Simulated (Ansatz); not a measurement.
ReW (CsCl type, space group No. 221) at seven volumes, the program Ansatz at the PBE level (PAW), scaled uniformly. One row is withheld.

| V (Å³/atom) | P (GPa) |
|---|---|
| 14.180 | ? |
| 14.648 | 23.38 |
| 15.115 | 10.77 |
| 15.583 | 0.00 |
| 16.050 | -9.17 |
| 16.517 | -16.95 |
| 16.985 | -23.56 |

Task: Fit the shown pressures and predict the withheld one.

Result: P = (3/2)B₀(x^(7/2) − x^(5/2))[1 + (3/4)(B′ − 4)(x − 1)] with x = (V₀/V)^(2/3). Least squares on the six rows gives V₀ = 15.582 Å³/atom, B₀ = 330 GPa, B′ = 4.38. At V = 14.180, x = 1.0649 and P = 38.27 GPa. The run itself gave 38.19 GPa.

Space group Pm-3m (CsCl type). The cell is a constructed one: a structure type filled with these elements; neither database checked (COD, Materials Project) lists it. Its standing as an ambient phase is unchecked. Symmetry was held in the PBE relaxation; its stability against distortions is not shown here. The run is not spin-polarised. Scalar-relativistic: spin–orbit coupling is off unless named, which matters more the heavier the elements.

Potentials: the earlier of the program's two PAW sets.
